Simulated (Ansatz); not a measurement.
# BaTiO$_{3}$: energy along a strain

BaTiO$_{3}$, P4mm, a = 3.972 Å, c = 4.112 Å. The structure is a COD entry; whether it is the stable form wasn't checked. Ansatz: r2SCAN, PAW, 500 eV, Γ-centred 8×8×8 mesh on 5 atoms, Gaussian smearing 0.05 eV; no spin polarisation. Cell vectors (Å): 3.972 0.000 0.000; 0.000 3.972 0.000; 0.000 0.000 4.112. The cell is strained by x per cent times the pattern (1 1 0 0 0 0) in the order xx yy zz yz xz xy (engineering shears), with fractional coordinates held. y is the free energy over the start, V0 = 12.978 Å³/atom.

```tsv
x (%)	y (meV/atom)
-2.00	?
-1.50	8.03
-1.00	3.51
0.00	0.00
0.50	0.84
1.00	3.28
1.50	7.26
2.00	12.70
```

Problem. Fit y = c2 x² + c3 x³ to the other rows, get the stiffness along the pattern, and predict the missing energy.

Solution. Least squares on the rows shown. y = 3.399 x² − 0.1126 x³. The clamped-ion stiffness p·C·p = 2 × 33.99 eV × 160.2 / 12.978 Å³ = 839 GPa. At x = -2.00 the fit asked for gives 14.50 meV/atom. The run gave 14.52 meV/atom, so the fit is 0.02 meV/atom too low, a small miss on the scale of the series.